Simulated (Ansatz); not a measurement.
**P: how the free axis answers a strain**

P, Cmce, a = 3.349 Å, b = 9.896 Å, c = 3.830 Å. Ansatz: PBEsol+D3(BJ), PAW, 420 eV, Γ-centred 10×4×10 mesh on 8 atoms, Gaussian smearing 0.10 eV; no spin polarisation. Series: biaxial strain in the a-b plane, c and atoms relaxed; x is the strain in per cent. y is the change of c in per cent of 3.830 Å.

```
x (%) y (%)
 -6.0      ?
 -4.0   4.54
 -2.0   2.34
  0.0   0.00
  2.0  -1.93
  4.0  -2.78
  6.0  -3.36
```

Question: Fit y = c1 x + c2 x² to the other rows, say what c1 measures, and predict the missing y.

Answer: Least squares on the rows shown. y = −0.9336 x + 0.06005 x². With no stress along c, c1 = −(C13 + C23)/C33 = -0.934. With a term in x³ added, the coefficient of x becomes -1.013, 9 % more, which shows how far this figure hangs on the form. At x = -6.0 the fit asked for gives 7.76 %. The run gave 7.98 %, so the fit is 0.22 % too low, within twice the rms miss on the fitted rows (0.19 %).

Cost: 7 runs of about 13 core-minutes in all, on Arm Neoverse V2 (shared hosts).